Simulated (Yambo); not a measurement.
```xyz
7
Lattice="0.0000 4.1960 4.1960 4.1960 0.0000 4.1960 4.1960 4.1960 0.0000" Properties=species:S:1:pos:R:3 pbc="T T T"
Li     4.1960     4.1960     4.1960
O      3.1152     3.1152     5.2768
O      5.2768     5.2768     5.2768
O      5.2768     3.1152     3.1152
O      3.1152     5.2768     3.1152
Mo     6.2940     6.2940     6.2940
Cs     2.0980     2.0980     2.0980
```

The geometry is that of Materials Project entry mp-551629, symmetrised and not relaxed again.

Task: Where are the main features of Im ε from TDDFT with the adiabatic LDA kernel on LDA bands (Yambo; 4×4×4 mesh, 111 bands, 3 Ry local-field block, 0.2 eV broadening; field along x)?

Result: Peaks at 8.6 eV (2.7), 10.4 eV (3.4), 13.4 eV (1.2), 15.9 eV (1.7), 16.9 eV (1.9), heights in brackets. Peak heights and small wiggles depend on the k mesh. Convergence of the RPA response with its 4×4×4 mesh was not tested. No excitonic effects at this level. 

Spin-orbit coupling is not included.

The structure is a Materials Project entry; no match was found in the copy of COD used, and its stability was not checked.
